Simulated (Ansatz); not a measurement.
## Property card for Ca$_{3}$BiP

Ca3BiP:
```xyz
5
Lattice="5.4065 0.0000 0.0000 0.0000 5.4065 0.0000 0.0000 0.0000 5.4065" Properties=species:S:1:pos:R:3 pbc="T T T"
Ca     0.0000     2.7032     2.7032
Ca     2.7032     0.0000     2.7032
Ca     2.7032     2.7032     0.0000
Bi     0.0000     0.0000     0.0000
P      2.7032     2.7032     2.7032
```

Space group Pm-3m (No. 221), anti-perovskite; conventional cell a = b = c = 5.406 Å, α = β = γ = 90.00°.

Method: the program Ansatz at the r²SCAN level (PAW). The cell and atoms are relaxed at this level. Other levels are named where they apply.

**Cell and energy**

```
Item                                                          Result
-----------------------------------------------------  -------------
Volume per atom                                             31.61 Å³
Density                                                   3.78 g/cm³
Formation energy from the elements (no fitted shifts)  -1.15 eV/atom
```

**Electronic structure**

```
Quantity                                                                                                                     Result
---------------------------------------------------------------------  ------------------------------------------------------------
Band gap                                                                                                           0.64 eV (direct)
Valence-band maximum                                                                                                           at Γ
Conduction-band minimum                                                                                                        at Γ
Electron effective mass                                                                                        0.066 mₑ (isotropic)
Electron effective mass with spin–orbit coupling                                                               0.035 mₑ (isotropic)
Hole effective mass, band 1 of 3 at the edge                              0.28 along [100], 0.29 along [110], 0.29 along [111] (mₑ)
Hole effective mass, band 2 of 3 at the edge                              0.28 along [100], 0.28 along [110], 0.29 along [111] (mₑ)
Hole effective mass, band 3 of 3 at the edge                           0.053 along [100], 0.053 along [110], 0.053 along [111] (mₑ)
Hole effective mass with spin–orbit coupling, band 1 of 2 at the edge     0.19 along [100], 0.17 along [110], 0.16 along [111] (mₑ)
Hole effective mass with spin–orbit coupling, band 2 of 2 at the edge  0.030 along [100], 0.031 along [110], 0.031 along [111] (mₑ)
HSE06 gap on the r²SCAN cell                                                                                                0.61 eV
Gap with spin–orbit coupling                                                                                                0.25 eV
```

**Mechanics**

```
Property                              Result
----------------------------------  --------
Bulk modulus (Birch–Murnaghan fit)  40.0 GPa
Pressure derivative B′                   3.9
```

**Charges**

```
Quantity                               Value
-------------  -----------------------------
Bader charges  Ca +1.41, Bi -2.05, P -2.18 e
```

The first step of the workflow began from a Materials Project structure, measured or hypothetical; the Crystallography Open Database copy checked does not list it. Its standing as an ambient phase is unchecked. Symmetry was held in the r²SCAN relaxation; its stability against distortions is not shown here. The references are the lowest solids computed at this level, not always the standard phases. Scalar-relativistic: spin–orbit coupling is off unless named, which matters more the heavier the elements.

Potentials: the later of the program's two PAW sets.
